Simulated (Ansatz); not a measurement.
Relaxed-ion elastic tensor of AlV$_{2}$C in space group P6_3/mmc (No. 194; Al on 2c, V on 4f, C on 2a) in GPa (Voigt order), PBEsol in the plane-wave PAW code Ansatz; density 5.01 g/cm³, 11.68 Å³ per atom.

```csv
,1,2,3,4,5,6
1,356,82.9,109,0.0,0.0,0.0
2,82.9,356,109,0.0,0.0,0.0
3,109,109,340,0.0,0.0,0.0
4,0.0,0.0,0.0,159,0.0,0.0
5,0.0,0.0,0.0,0.0,159,0.0
6,0.0,0.0,0.0,0.0,0.0,137
```

### Question
Is the crystal mechanically stable?

### Answer
Yes: the smallest eigenvalue of C is 137 GPa.

### Question
Work out the Voigt, Reuss and Hill averages.

### Answer
K_V = 184, K_R = 184, K_H = 184; G_V = 141, G_R = 139, G_H = 140 GPa.

### Question
Give Young's modulus, Poisson's ratio, Pugh's ratio and the universal anisotropy index.

### Answer
E = 9KG/(3K + G) = 335 GPa; ν = 0.20; K/G = 1.31 (brittle by the Pugh limit of 1.75); A_U = 5G_V/G_R + K_V/K_R − 6 = 0.08.

### Question
Estimate the sound speeds and the Debye temperature.

### Answer
v_l = √((K + 4G/3)/ρ) = 8600 m/s, v_t = √(G/ρ) = 5290 m/s, mean 5840 m/s; Θ = (h/k)(3n/4πV)^(1/3) v_m = 766 K.

### Question
Solve the Christoffel equation for the three sound speeds along x, y, z.

### Answer
Eigenvalues of C_ijkl n_j n_l equal ρv². In km/s, slowest first: x 5.22, 5.64, 8.43; y 5.22, 5.64, 8.43; z 5.64, 5.64, 8.24.

### Question
How much does each axis shrink under pressure?

### Answer
Linear compressibilities β_i = Σ_j S_ij (j = 1 to 3): x 1.8, y 1.8, z 1.8 per TPa.

The PBEsol relaxation kept the symmetry of its start. The run is not spin-polarised. As this level gives no gap, shear constants depend on the k-mesh and smearing (Fermi–Dirac, 0.1 eV here).

Potentials: the earlier of the program's two PAW sets. The files were generated under PBE; for other functionals the program regenerates the frozen cores, and for LDA and PBEsol the local potential too.
